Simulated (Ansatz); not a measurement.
CdS (zinc blende), conventional cell a = b = c = 5.927 Å, α = β = γ = 90.00°. The calculation uses the primitive cell of 2 atoms, to which meshes and values per cell refer.

The volume is varied about the relaxed value V₀ at fixed cell shape. Symmetry pins the atoms to their sites.

Level of theory: PBE (plane waves to 420 eV, PAW, scalar-relativistic; Ansatz, a quantum-chemistry and plane-wave program). k mesh 10×10×10 (Γ-centred), Fermi-Dirac smearing 0.05 eV. Energies are smeared free energies. CdS was relaxed with its symmetry unable to fall. ΔE is measured from the relaxed starting cell.

```
V (Å³/atom)  ΔE (meV/atom)
-----------  -------------
24.460                17.5
24.772                11.0
25.085                 6.0
25.397                 2.6
25.709                 0.6
26.021                 0.0
26.334                 0.6
26.646                 2.4
26.958                 5.3
27.270                 9.1
27.583                14.0
```

Q: What is the fitted pressure derivative B₀′?

A: 4.6.

Q: What bulk modulus B₀ follows from a third-order Birch-Murnaghan fit?

A: 53.4 GPa.

(A scan under strain: stresses follow from slopes of the energy per volume, elastic moduli from its curvatures.)
